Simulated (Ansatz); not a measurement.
GaBi (rock salt), relaxed with PBEsol (Ansatz, a first-principles code, plane waves, PAW): a = b = c = 5.886 Å, α = β = γ = 90.00°.

```
Item                  Result
--------------------  ------
ΔH_f (eV/atom)          0.10
B₀ by P(V) fit (GPa)    56.3
```

Task: The same phase is relaxed and computed with PBE in the same code. What are the cell and these values now?

Result: a = b = c = 5.9983 Å, α = β = γ = 90.00°.

* **ΔH_f (eV/atom)**: 0.12
* **B₀ by P(V) fit (GPa)**: 47.6

Constructed cells (a structure type filled with these elements, in neither database checked): GaBi, rock salt. All cells were relaxed under the symmetry of their starts (and spin orders); stability against distortions was not tested throughout. Scalar-relativistic: spin–orbit coupling is off unless named, which matters more the heavier the elements.

Potentials: the later of the program's two PAW sets.

Ansatz is a plane-wave DFT program.

Formation energies count from the lowest solids of the elements computed at the same level, not from gases.
